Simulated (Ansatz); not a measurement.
**Structures of CaAs₂: which is lowest?**

Plane-wave DFT in Ansatz with scalar-relativistic PAW potentials, cutoff 420 eV, Γ-centred meshes chosen by cell and gap, Gaussian smearing with energies taken to zero width. Every cell was relaxed (cell and atoms) in a run of its own, within the symmetry of its start. Functional: PBE.

Relaxed structures (starts from databases or built by putting these elements on another compound's sites):
A. I4/mmm, 3 atoms in the computed cell, a = 4.117 Å, c = 8.708 Å; sites (symmetry × multiplicity) Ca 4/mmm × 2, As 4mm × 4; start: built
B. P6/mmm, 3 atoms in the computed cell, a = 4.539 Å, c = 4.025 Å; sites (symmetry × multiplicity) Ca 6/mmm × 1, As -6m2 × 2; start: built
C. Fm-3m, 3 atoms in the computed cell, a = 6.791 Å; sites (symmetry × multiplicity) Ca m-3m × 4, As -43m × 8; start: built

Rank them by energy. Could pressure change the order?

| structure | group | E − E(lowest) (meV/atom) | V (Å³/atom) | gap on mesh (eV) |
| --- | --- | --- | --- | --- |
| B | P6/mmm | 0.0 | 23.93 | 0.00 |
| A | I4/mmm | 19.9 | 24.61 | 0.00 |
| C | Fm-3m | 339 | 26.10 | 0.00 |

B is lowest, 20 meV/atom under A. The lowest is also the densest of these, so pressure wouldn't bring one of the others in at first order. Other structures may lie lower than all of these, and vibrations aren't counted.